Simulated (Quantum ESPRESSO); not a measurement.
```cif
data_CaSe
_chemical_formula_sum 'Ca1 Se1'
_space_group_name_H-M_alt 'P 1'
_space_group_IT_number 1
_cell_length_a 4.08630
_cell_length_b 4.08630
_cell_length_c 4.08630
_cell_angle_alpha 60.000
_cell_angle_beta 60.000
_cell_angle_gamma 60.000
loop_
_space_group_symop_operation_xyz
  'x, y, z'
loop_
_atom_site_label
_atom_site_type_symbol
_atom_site_fract_x
_atom_site_fract_y
_atom_site_fract_z
_atom_site_occupancy
Ca1 Ca 0.00000 0.00000 0.00000 1
Se1 Se 0.50000 0.50000 0.50000 1
```

The PBEsol cell relaxed from Materials Project entry mp-1415 was given an isotropic strain of -1.5 % on all lattice vectors, and the atoms were relaxed again.

What does PBEsol (Quantum ESPRESSO, PseudoDojo norm-conserving, 86 Ry, no spin-orbit coupling) give for the electronic structure near the Fermi level?

The PBEsol gap is indirect, 1.75 eV, from Γ to X; the smallest direct gap is 2.77 eV. Spin-orbit splittings are left out.
